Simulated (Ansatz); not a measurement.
Input file for Ansatz (a quantum-chemistry and plane-wave program):

Ansatz 0.2 input:
```yaml
crystal:
  lattice:
    - [0.0, 2.8332397234, 2.8332397234]
    - [2.8332397234, 0.0, 2.8332397234]
    - [2.8332397234, 2.8332397234, 0.0]
  atoms:
    - { symbol: Ta, position: [0.0, 0.0, 0.0] }
    - { symbol: Te, position: [0.5, 0.5, 0.5] }
kpoints:
  mp_grid: { grid: [9, 9, 9] }
  band_path:
    path:
      - [[0.0, 0.0, 0.0], [0.5, 0.0, 0.5], [0.625, 0.25, 0.625]]  # Γ-X-U
      - [[0.375, 0.375, 0.75], [0.0, 0.0, 0.0], [0.5, 0.5, 0.5], [0.5, 0.25, 0.75], [0.5, 0.0, 0.5]]  # K-Γ-L-W-X
    npoints: 12
hamiltonian:
  xc: r2scan
  pseudopotentials: { kind: paw }
magnetization: { noncollinear: true, spin_orbit: true }
scf:
  n_extra_bands: 13
  convergence: { dr2_threshold: 0.0000000001 }
  occupations: { method: gaussian, width: 0.05 }
output: { eigenvalues: true }
```

Output (shortened):

```
Pseudopotential: Ta, paw_fr, valence charge 13
Pseudopotential: Te, paw_fr, valence charge 16
Functional definition: r2SCAN
non-collinear run that drives no moment, with spin-orbit …
Crystal: 2 atoms, lattice volume = 45.486 Å³
Basis set: ecut = 500 eV, 1139 PW (Γ), exchange–correlation on 120×120×120 points (64 copies of the dense FFT grid, shifted against one another)
Bands: 42, of which v1, the nominal top of the filled ones, is band 29 counted from 1 (28 counted from 0)
Symmetry: 48 space group operations + 48 with time reversal
k-points: 35 of 729
Projection manifold: j_resolved (fully-relativistic pseudo-atomic orbitals)
SCF iter   1: F=—  HF=-16902.467870 eV  |F-HF|=—  |Δ(HF+E_count)|=         —  Δρ=4.22e-2  dr2=1.49e0  dr2_τ=1.49e-2  dr2_m=0.00e0 (ungated)  ethr=3.10e-3  |M|=0.00e0 ∫|m|=0.00e0 μB  |m|>n=0.0e0 m-floor=0.0e0 τ_xc=0.0e0  β_m=0.30  ⟨swp⟩=7.9  Hψ=3988  notcnv=0  defer=24
preconditioner: auto → Kerker (q_TF=auto, 2.531 Å⁻¹)
spin=Noncollinear: Kerker preconditioning applied to the charge; magnetization (m_x, m_y, m_z) channels mix plain (no charge-response kernel on spin).
SCF iter   2: F=—  HF=-16902.303904 eV  |F-HF|=—  |Δ(HF+E_count)|=   1.64e-1  Δρ=2.76e-2  dr2=5.73e-1  dr2_τ=1.09e-3  dr2_m=0.00e0 (ungated)  ethr=3.10e-3  |M|=0.00e0 ∫|m|=0.00e0 μB  |m|>n=0.0e0 m-floor=0.0e0 τ_xc=0.0e0  β_m=0.53  ⟨swp⟩=2.0  Hψ=990  notcnv=0  defer=176
SCF iter   3: F=—  HF=-16902.192387 eV  |F-HF|=—  |Δ(HF+E_count)|=   1.12e-1  Δρ=7.36e-3  dr2=3.07e-2  dr2_τ=3.89e-4  dr2_m=0.00e0 (ungated)  ethr=1.97e-3  |M|=0.00e0 ∫|m|=0.00e0 μB  |m|>n=0.0e0 m-floor=0.0e0 τ_xc=0.0e0  β_m=0.72  ⟨swp⟩=2.8  Hψ=1001  notcnv=0  defer=176
SCF iter   4: F=—  HF=-16902.189991 eV  |F-HF|=—  |Δ(HF+E_count)|=   2.40e-3  Δρ=1.99e-3  dr2=2.82e-3  dr2_τ=3.99e-5  dr2_m=0.00e0 (ungated)  ethr=1.06e-4  |M|=0.00e0 ∫|m|=0.00e0 μB  |m|>n=0.0e0 m-floor=0.0e0 τ_xc=0.0e0  β_m=0.84  ⟨swp⟩=3.3  Hψ=1359  notcnv=0  defer=186
SCF iter   5: F=—  HF=-16902.189404 eV  |F-HF|=—  |Δ(HF+E_count)|=   5.87e-4  Δρ=5.45e-4  dr2=1.65e-4  dr2_τ=2.54e-7  dr2_m=0.00e0 (ungated)  ethr=9.72e-6  |M|=0.00e0 ∫|m|=0.00e0 μB  |m|>n=0.0e0 m-floor=0.0e0 τ_xc=0.0e0  β_m=0.92  ⟨swp⟩=2.1  Hψ=824  notcnv=0  defer=186
SCF iter   6: F=—  HF=-16902.189423 eV  |F-HF|=—  |Δ(HF+E_count)|=   1.88e-5  Δρ=1.32e-4  dr2=8.16e-6  dr2_τ=5.85e-8  dr2_m=0.00e0 (ungated)  ethr=5.68e-7  |M|=0.00e0 ∫|m|=0.00e0 μB  |m|>n=0.0e0 m-floor=0.0e0 τ_xc=0.0e0  β_m=0.96  ⟨swp⟩=2.0  Hψ=841  notcnv=0  defer=186
SCF iter   7: F=—  HF=-16902.189428 eV  |F-HF|=—  |Δ(HF+E_count)|=   5.13e-6  Δρ=2.38e-5  dr2=3.02e-7  dr2_τ=4.49e-9  dr2_m=0.00e0 (ungated)  ethr=2.82e-8  |M|=0.00e0 ∫|m|=0.00e0 μB  |m|>n=0.0e0 m-floor=0.0e0 τ_xc=0.0e0  β_m=0.98  ⟨swp⟩=2.0  Hψ=868  notcnv=0  defer=186
SCF iter   8: F=—  HF=-16902.189430 eV  |F-HF|=—  |Δ(HF+E_count)|=   1.60e-6  Δρ=5.58e-6  dr2=1.87e-8  dr2_τ=5.58e-11  dr2_m=0.00e0 (ungated)  ethr=1.04e-9  |M|=0.00e0 ∫|m|=0.00e0 μB  |m|>n=0.0e0 m-floor=0.0e0 τ_xc=0.0e0  β_m=0.99  ⟨swp⟩=2.0  Hψ=948  notcnv=0  defer=186
SCF iter  10: F=-16902.189430 eV  HF=-16902.189430 eV  |F-HF|=1.46e-11  |Δ(HF+E_count)|=  4.84e-10  Δρ=2.38e-7  dr2=1.33e-11  dr2_τ=5.49e-13  dr2_m=0.00e0 (ungated)  ethr=1.00e-12  |M|=0.00e0 ∫|m|=0.00e0 μB  |m|>n=0.0e0 m-floor=0.0e0 τ_xc=0.0e0  ⟨swp⟩=10.6  Hψ=2786  notcnv=0
SCF 1 converged in 10 iterations: F = -16902.189430 eV  dr2 = 1.33e-11
NSCF: frozen V_eff on 74 k-points
SCF converged after 10 iterations
Magnetization: |M| = 0.0000 μB,  M = (+0.0000, +0.0000, +0.0000) μB
Absolute magnetization: 0.0000 μB (∫|m|)
  site 0: m = (+0.0000, +0.0000, +0.0000) μB, |m| = 0.0000 μB  (R = 1.17 Å)
  site 1: m = (+0.0000, +0.0000, +0.0000) μB, |m| = 0.0000 μB  (R = 1.17 Å)
Free energy (F): -16902.189430 eV
Harris-Foulkes:  -16902.189430 eV  (|F-HF|=1.46e-11)
Internal energy: -16902.184532 eV  (E = F + TS)
E sigma→0 (E₀):  -16902.186981 eV
Entropy (-TS):   -0.004897 eV (-2.449 meV/atom)
Fermi energy:    15.923710 eV
--- Per-component energies (eV) ---
  E_band       = -358.168780
  E_kinetic    = 550.238202
  E_local      = -1639.806406  (includes V_loc(G=0)·N_el)
  E_nonlocal   = -297.027708
  E_hartree    = 928.734513
  E_xc         = -319.060730
  E_vxc        = -333.053340  (∫ρ·V_xc dr)
  E_paw        = -13072.931891  (= ΣΔE_a)
  E_vpaw       = -513.898283  (= ΣTr[D̂ρ^β])
  E_aug_tail   = 0.000040  (compensation charges beyond the density's cutoff)
  E_vtau       = 17.909634  (kinetic-family band-sum trace: ∫τ·v_τ [+ j·A + Jᵃ·Aᵃ] dr)
  E_ewald      = -3051.845557
  E_core_change = -0.484996  (= ΣΔE_core)
  E_smearing   = -0.004897  (= −TS)
  E_closure    = 0.000000  (closes the sum)
  Σ components = -16902.189430   (vs F -16902.189430, Δ=0.00e0)
  [band-id]    e_kinetic+e_local+e_nonlocal+2·e_hartree+e_vxc+e_vpaw+e_augmentation_tail+e_vtau = -358.168834   (vs E_band -358.168780, Δ=-5.43e-5)
--- Band table (eV; the first three rows and the last of 35) ---
  k-point 0: bands = ["-54.7603", "-54.7603", "-27.0211", "-27.0211", "-24.1332", "-24.1332", "-24.1332", "-24.1332", "-22.6792", "-22.6792", "-22.6792", "-22.6792", "-22.6540", "-22.6540", "-18.3817", "-18.3817", "-18.3817", "-18.3817", "0.7651", "0.7651", …
  k-point 1: bands = ["-54.7602", "-54.7602", "-27.0232", "-27.0232", "-24.1337", "-24.1337", "-24.1328", "-24.1328", "-22.6797", "-22.6797", "-22.6784", "-22.6784", "-22.6537", "-22.6537", "-18.3877", "-18.3877", "-18.3799", "-18.3799", "0.9303", "0.9303", …
  k-point 2: bands = ["-54.7598", "-54.7598", "-27.0287", "-27.0287", "-24.1349", "-24.1349", "-24.1318", "-24.1318", "-22.6808", "-22.6808", "-22.6763", "-22.6763", "-22.6528", "-22.6528", "-18.4029", "-18.4029", "-18.3751", "-18.3751", "1.3973", "1.3973", …
  k-point 34: bands = ["-54.7585", "-54.7585", "-27.0379", "-27.0379", "-24.1328", "-24.1328", "-24.1298", "-24.1298", "-22.6777", "-22.6777", "-22.6754", "-22.6754", "-22.6498", "-22.6498", "-18.4311", "-18.4311", "-18.4062", "-18.4062", "2.6684", "2.6684", …
```

Cost: about 40 core-seconds (a rough figure) on shared cores.

Space group Fm-3m (rock salt). The start of the workflow was typed in or built on a structure type; neither database checked (COD, Materials Project) lists it. Its standing as an ambient phase is unchecked. The r²SCAN relaxation kept the symmetry of its start. At this level the phase is mechanically unstable. The run is not spin-polarised. Its formation energy is positive at this level, so the cell may be metastable or incomplete.

Potentials: the later of the program's two PAW sets.

Ansatz is a plane-wave DFT program.
